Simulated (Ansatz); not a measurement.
BP (zinc blende, F-43m), plane-wave PAW r²SCAN (Ansatz code). The conduction-band minimum lies on the Γ–X line, 83 % of the way from Γ, with 6 equivalent valleys. Second derivatives d²E/dk² of the lowest band at one valley (eV·Å²), along Cartesian directions:

```
direction  d²E/dk²
---------  -------
[100]        5.910
[010]        34.84
[001]        34.84
[110]        20.38
[101]        20.38
[011]        34.76
```

Find the principal effective masses, the density-of-states mass and the conductivity mass.

Off-diagonal terms follow from H_xy = H[110] − (H_xx + H_yy)/2, and m*/mₑ = 7.620 eV·Å² over each eigenvalue: 0.22, 0.22, 1.3. One valley's DOS mass (m₁m₂m₃)^(1/3) = 0.40, conductivity mass 3/(Σ 1/mᵢ) = 0.30 mₑ.

What effective density of states Nc follows at 300 K for parabolic valleys?

Nc = 2.509e19 × 6 × (0.40)^(3/2) ≈ 3.8e19 cm⁻³.

Symmetry was held in the r²SCAN relaxation.

Potentials: the later of the program's two PAW sets.

Edges and masses are those of Kohn–Sham bands, whose gap is no quasiparticle gap.
